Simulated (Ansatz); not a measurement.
The elements of this relaxed trial crystal are hidden behind letters.

```
lattice vectors (Å)
   3.0068    1.7360    3.4716
  -3.0068    1.7360    3.4716
   0.0000   -3.4719    3.4716
fractional positions
X 0.0000 0.0000 0.0000
Z 0.7281 0.7281 0.7281
Z 0.2719 0.2719 0.2719
Q 0.5000 0.0000 0.0000
Q 0.0000 0.5000 0.0000
Q 0.0000 0.0000 0.5000
```

All numbers below come from DFT PBE, scalar-relativistic, plane waves, PAW in Ansatz. Settings of the last relaxation (6-atom cell): 420 eV, 12×12×12 k points, Gaussian smearing of 0.10 eV, no spin polarisation.

```
Space group                                 : R-3m (No. 166)
Conventional cell                           : a = 6.014 Å, c = 10.415 Å
Volume per atom                             : 18.12 Å³
Density                                     : 4.04 g/cm³
Energy over the elements                    : −0.63 eV/atom
Gap on the 12×12×12 mesh of the 6-atom cell : 0 eV (a metal)
```

Energies are uncorrected and count from the elements' standard states at the same level.

Q: X is an s-block element of period 4, Z is a d-block element of period 5 and Q is a p-block element of period 2. Which elements are they?

A: X = Ca, Z = Zr, Q = N, so the formula is CaZr2N3. Density times volume gives a mean mass of 4.04 × 18.12/1.6605 = 44.1 u per atom, and this set has 44.1 u. Around Ca lie 6 N at 2.45 Å, 2 Zr at 2.83 Å and 6 Zr at 3.53 Å; around Zr lie 3 N at 2.05 Å, 1 Ca at 2.83 Å and 3 Ca at 3.53 Å; N is surrounded by 2 Zr at 2.05 Å and 2 Ca at 2.45 Å. Other sets within the hints have nearly the same mass, so mass alone doesn't settle it; this one was computed.

The cell is a metal run without spin; a magnetic state may lie lower. A structure relaxed within its symmetry needn't be a true minimum. Another cell of CaZr2N3 relaxed alike, in Cmmm, lies 0.68 eV/atom lower, so this cell isn't the stable form at this level.
